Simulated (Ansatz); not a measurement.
Data:

HfIr₃:
Space group Pm-3m (No. 221); a = b = c = 3.9235 Å, α = β = γ = 90.00°

| atom | site | symmetry | x | y | z |
|---|---|---|---|---|---|
| Hf | 1a | m-3m | 0.0000 | 0.0000 | 0.0000 |
| Ir | 3c | 4/mm.m | 0.0000 | 0.5000 | 0.5000 |

This is the PBEsol-relaxed structure.

Task: All from DFT-PBEsol in the program Ansatz with PAW potentials, unless another level is named. Estimate the density of states at the Fermi level.

Result: 0.72 states/eV per atom (mean over ±0.08 eV).

Task: Predict the formation energy from the elements (no fitted shifts).

Result: -0.77 eV/atom.

Task: Give the gap with spin–orbit coupling.

Result: none (metallic).

The first step of the workflow began from a Materials Project structure, measured or hypothetical; the Crystallography Open Database files this formula in space group No. 221, but the cells were not matched. Whether it is the stable phase at ambient conditions was not checked. The cell was relaxed with PBEsol under the symmetry of its start; of distortions, only those at the zone centre were tested. The run is not spin-polarised. The references are the lowest solids computed at this level, not always the standard phases. Spin–orbit coupling is left out wherever it is not named.

Potentials: the later of the program's two PAW sets.
